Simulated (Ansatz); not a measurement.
## CsSnI3: what each run costs

Cell: 5 atoms, space group Pm-3m, a = 6.286 Å, b = 6.286 Å, c = 6.286 Å, α = 90.00°, β = 90.00°, γ = 90.00°.

All runs are DFT with Ansatz 0.2.0 on 1 thread of Arm Neoverse V2 (aarch64; 8 cores open to the job, memory cap 3.0 GiB, no GPU), a shared host.

Task: Rank the runs by wall time, shortest first.
A. single point, PBE with spin–orbit coupling, 420 eV, 5×5×5 k-points, smearing 0.02 eV
B. single point, PBE, 420 eV, 5×5×5 k-points, smearing 0.02 eV
C. single point, r2SCAN, 500 eV, 5×5×5 k-points, smearing 0.02 eV

Result: B (10 s, 0.59 GiB), C (20 s, 1 GiB), A (78 s, 1.2 GiB).
